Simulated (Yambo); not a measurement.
Yambo run on AlBO3 (space group R-3c, No. 167). The wavefunctions are LDA (pw.x of Quantum ESPRESSO, ONCV potentials, without SOC) ones on a 4×4×4 mesh (24 occupied bands); a = 5.3144 Å, b = 5.3144 Å, c = 5.3144 Å, α = 50.16°, β = 50.16°, γ = 50.16°.

Yambo input:

```
rim_cut
gw0
dyson
el_el_corr
HF_and_locXC
cohsex
em1s
RandQpts= 1000000
RandGvec= 1 Ry
EXXRLvcs= 84 Ry
VXCRLvcs= 336 Ry
Chimod= "HARTREE"
% BndsRnXs
 1 | 125 |
%
NGsBlkXs= 7 Ry
% LongDrXs
 1.0 | 1.0 | 1.0 |
%
ExtendOut
% QPkrange
 1 | 1 | 24 | 24 |
 8 | 8 | 24 | 25 |
%
```

k points by index: 1 = Γ, 8 = (0.25, 0.25, 0.25).

The o-*.qp file then holds:

```
#    K-point    Band    Eo [eV]    E [eV]    E-Eo [eV]    Vxc [eV]    Vnlxc [eV]    Sc|Eo [eV]    Re(Z)    Im(Z)
#
    1    24    0.000000    -3.112200    -3.112200    -20.38100    -26.30937    2.816166    1.000000    0.000000
    8    24    -0.195300    -3.344338    -3.149038    -20.23582    -26.17868    2.793821    1.000000    0.000000
    8    25    5.663934    6.014803    0.350869    -11.90369    -6.140470    -5.412346    1.000000    0.000000
```
(The two width columns are left out.) Convergence of these settings isn't established.

Geometry of the Materials Project entry, not relaxed at this level.
